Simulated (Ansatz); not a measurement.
BP (zinc blende)

```xyz
2
Lattice="0.0000 2.2683 2.2683 2.2683 0.0000 2.2683 2.2683 2.2683 0.0000" Properties=species:S:1:pos:R:3 pbc="T T T"
P      3.4024     3.4024     3.4024
B      0.0000     0.0000     0.0000
```

The slice is a {111} plane (indices of the conventional cell) through the point (0.000, 0.000, 0.000) (fractional), spanned by u = [100] and v = [-1 2 0] in vectors of this cell: u (3.21 Å) and v (5.56 Å, at 90° to u). It covers one period; positions are fractions (u, v).

Method: r2SCAN (plane waves to 500 eV, PAW, scalar-relativistic; Ansatz, an electronic-structure program). k mesh 12×12×12. Inside the PAW spheres the values are not all-electron values, and peaks at nuclei hang on which shells count as valence. BP was relaxed with its symmetry unable to fall.

Task: Sketch the density of the highest valence band (whole band, smooth part) on this plane as a map.

Result: 
```
v \ u   0.00   0.17   0.33   0.50   0.67   0.83
-----  -----  -----  -----  -----  -----  -----
0.88   0.126  0.162  0.181  0.122  0.181  0.162
0.75   0.024  0.047  0.116  0.168  0.116  0.047
0.62   0.014  0.033  0.117  0.219  0.117  0.033
0.50   0.076  0.112  0.189  0.004  0.189  0.112
0.38   0.122  0.181  0.162  0.126  0.162  0.181
0.25   0.168  0.116  0.047  0.024  0.047  0.116
0.12   0.219  0.117  0.033  0.014  0.033  0.117
0.00   0.004  0.189  0.112  0.076  0.112  0.189
```

Values: density of the highest valence band (whole band, smooth part) in e/Å³.
